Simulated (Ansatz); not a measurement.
MgO:
Space group P6₃/mmc (No. 194); a = 3.494 Å, b = 3.494 Å, c = 4.195 Å, α = 90.00°, β = 90.00°, γ = 120.00°

```json
[
 {"atom": "Mg", "site": "2c", "symmetry": "-6m2", "x": "0.3333", "y": "0.6667", "z": "0.2500"},
 {"atom": "O", "site": "2d", "symmetry": "-6m2", "x": "0.6667", "y": "0.3333", "z": "0.2500"}
]
```

Relaxed with PBEsol. 

Question: HSE06 on this cell (Ansatz, a first-principles code, PAW) gives a gap of 5.00 eV. What does PBEsol give?

Answer: 3.28 eV.

Cost on shared cores: the PBEsol run (SCF on a 9×9×7 mesh, then bands and DOS) very roughly 7 core-seconds, the HSE06 run (SCF on 7×7×5, then a few points) roughly 50 core-seconds; the tasks are unlike.

Space group P6_3/mmc. The workflow started from a Materials Project entry (that database holds measured and hypothetical structures alike); the Crystallography Open Database copy checked does not list it. It is not the phase usual at ambient conditions (space group No. 225). The cell was relaxed with PBEsol under the symmetry of its start; phonons on a q-mesh show no instability.

Potentials: the earlier of the program's two PAW sets.

Ansatz is a plane-wave DFT program.
